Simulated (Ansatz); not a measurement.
Y: strain energy, fitted

Y, P6_3/mmc, a = 3.598 Å, c = 5.586 Å. Ansatz: PBEsol, PAW, 420 eV, Γ-centred 18×18×10 mesh on 2 atoms, Gaussian smearing 0.10 eV; no spin polarisation. Series: uniaxial strain along a, with b, c and atoms relaxed; x is the strain in per cent. y is the free energy over the unstrained cell, V0 = 31.303 Å³/atom.

```tsv
x (%)	y (meV/atom)
-3.0	6.01
-2.0	?
-1.0	0.68
0.0	0.00
1.0	0.60
2.0	2.47
3.0	5.53
```

Q: Fit y = c2 x² + c3 x³ to the other rows, turn c2 into a modulus, and predict the missing energy.

A: Least squares on the rows shown. y = 0.6406 x² − 0.009042 x³. In eV per unit strain² c2 is 6.406; this is Young's modulus along the axis (E = ½ Y V0 ε²): 2 × 6.406 × 160.2 / (31.303) = 66 GPa. The unstrained cell keeps some stress along the strain, worth a slope of -0.06 meV/atom per %, which the form leaves out. At x = -2.0 the fit asked for gives 2.63 meV/atom. The run gave 2.68 meV/atom, so the fit is 0.05 meV/atom too low, a small miss on the scale of the series.